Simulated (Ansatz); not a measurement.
Nb3Sn (A15 (Cr3Si type), Pm-3n) at seven volumes, r²SCAN in the plane-wave PAW code Ansatz, scaled uniformly. One row is withheld.

| V (Å³/atom) | P (GPa) |
|---|---|
| 16.974 | 19.48 |
| 17.534 | ? |
| 18.093 | 5.53 |
| 18.653 | 0.00 |
| 19.212 | -4.74 |
| 19.772 | -8.80 |
| 20.332 | -12.27 |

Question: Fit the shown pressures and predict the withheld one.

Answer: Third-order Birch–Murnaghan: P = (3/2)B₀(x^(7/2) − x^(5/2))[1 + (3/4)(B′ − 4)(x − 1)] with x = (V₀/V)^(2/3). Least squares on the six rows gives V₀ = 18.653 Å³/atom, B₀ = 170.1 GPa, B′ = 4.12. At V = 17.534, x = 1.0421 and P = 11.96 GPa. The run itself gave 11.97 GPa.

The cell was relaxed with r²SCAN under the symmetry of its start. The run is not spin-polarised. Scalar-relativistic: spin–orbit coupling is off unless named, which matters more the heavier the elements.

Potentials: the later of the program's two PAW sets.
